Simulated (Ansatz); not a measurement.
Exact exchange in GdO: computed gaps, pressures and moments at one geometry

Space group F-43m (No. 216). a = 5.400 Å, b = 5.400 Å, c = 5.400 Å, α = 90.00°, β = 90.00°, γ = 90.00°
```json
{"atom": "Gd", "site": "4a", "symmetry": "-43m", "x": "0.0000", "y": "0.0000", "z": "0.0000"}
{"atom": "O", "site": "4d", "symmetry": "-43m", "x": "0.2500", "y": "0.2500", "z": "0.7500"}
```

All runs: Ansatz, plane waves and PAW, scalar-relativistic (no spin–orbit coupling), 6×6×6 k-mesh, Gaussian smearing of 0.05 eV. Semilocal reference PBE +U (Gd: 6.0 eV), ferromagnetic start: gap zero (metallic on this mesh), pressure -0.1 GPa, largest spin moment 7.01 μB. The hybrids carry no U and start from the reference's converged state.

Problem. What gap and pressure does HSE06-type hybrid with an exact-exchange fraction of 0.45 and a screening parameter of 0.3 Å⁻¹, ferromagnetic start give at this geometry?

Solution. Gap zero (metallic on this mesh), pressure -3.2 GPa.

Problem. And the other functionals?

Solution. 
```json
{"functional": "HSE06-type hybrid with an exact-exchange fraction of 0.1, ferromagnetic start", "gap": "zero (metallic on this mesh)", "pressure (GPa)": "-1.4", "largest spin moment in an atom's sphere (μB)": "7.00", "cutoff (eV)": "420", "core-seconds": "86"}
{"functional": "PBE0-type hybrid with an exact-exchange fraction of 0.1, ferromagnetic start", "gap": "zero (metallic on this mesh)", "pressure (GPa)": "-1.4", "largest spin moment in an atom's sphere (μB)": "7.00", "cutoff (eV)": "420", "core-seconds": "130"}
{"functional": "HISS, ferromagnetic start", "gap": "zero (metallic on this mesh)", "pressure (GPa)": "-2.7", "largest spin moment in an atom's sphere (μB)": "7.02", "cutoff (eV)": "420", "core-seconds": "130"}
{"functional": "HSE06-type hybrid with an exact-exchange fraction of 0.45 and a screening parameter of 0.3 Å⁻¹, ferromagnetic start", "gap": "zero (metallic on this mesh)", "pressure (GPa)": "-3.2", "largest spin moment in an atom's sphere (μB)": "7.05", "cutoff (eV)": "420", "core-seconds": "99"}
{"functional": "PBE0-type hybrid with an exact-exchange fraction of 0.35, ferromagnetic start", "gap": "0.90 eV", "pressure (GPa)": "-2.7", "largest spin moment in an atom's sphere (μB)": "7.04", "cutoff (eV)": "420", "core-seconds": "140"}
{"functional": "PBE0-type hybrid with an exact-exchange fraction of 0.4, ferromagnetic start", "gap": "1.21 eV", "pressure (GPa)": "-2.9", "largest spin moment in an atom's sphere (μB)": "7.04", "cutoff (eV)": "420", "core-seconds": "140"}
```

In the PBE0 form, going from an exact-exchange fraction of 0.35 to 0.40 opens the gap by 0.31 eV, or 0.61 eV for each tenth. On shared hosts the hybrid runs at the reference's cutoff took roughly 19 to 31 times the core time of the semilocal one on the same mesh from its converged state, with some more bands. In PBE0-type hybrid with an exact-exchange fraction of 0.35 the gap lies between opposite spins; within one spin it is 2.75 eV or more.

Caveats: core times come from shared hosts and scatter; exact exchange suits metals badly: it inflates moments and thins the states at the Fermi level; filled bands differ between k-points; gaps are read on a coarse mesh; not tested for a lower state; only parallel moments were run, and the real order may differ; state of the open shells carried from another run; stress loosely converged; the cell was built on a prototype listed for this compound, which may not be its ambient form; the mesh of this hybrid run is coarse for a metal.
